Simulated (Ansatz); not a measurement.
Values for one crystal, relaxed and computed with DFT-r²SCAN in the program Ansatz with PAW potentials; other levels are named.

Volume per atom: 11.37 Å³
Band gap: 2.17 eV (direct)
Young's modulus: 284 GPa
Hole effective mass, band 1 of 3 at the edge: 0.86 along [100], 5.1 along [110], 1.9 along [111] (mₑ)
Static dielectric constant ε0 (ions relaxed, cell fixed): 9.95
Elastic constants (relaxed ions, GPa): C11 = 284, C12 = 153, C44 = 161
Hole effective mass, band 2 of 3 at the edge: 0.86 along [100], 0.86 along [110], 1.9 along [111] (mₑ)

Which compound is it?
(A) GaN, zinc blende
(B) BaHfO3, cubic perovskite
(C) In2O3, La2O3 or Ni2Al3 type
(D) CdS, rock salt

A, GaN, zinc blende

Space group F-43m (zinc blende). Symmetry was held in the r²SCAN relaxation; phonons on a q-mesh show no instability. Scalar-relativistic: spin–orbit coupling is off unless named, which matters more the heavier the elements.

Potentials: the later of the program's two PAW sets.
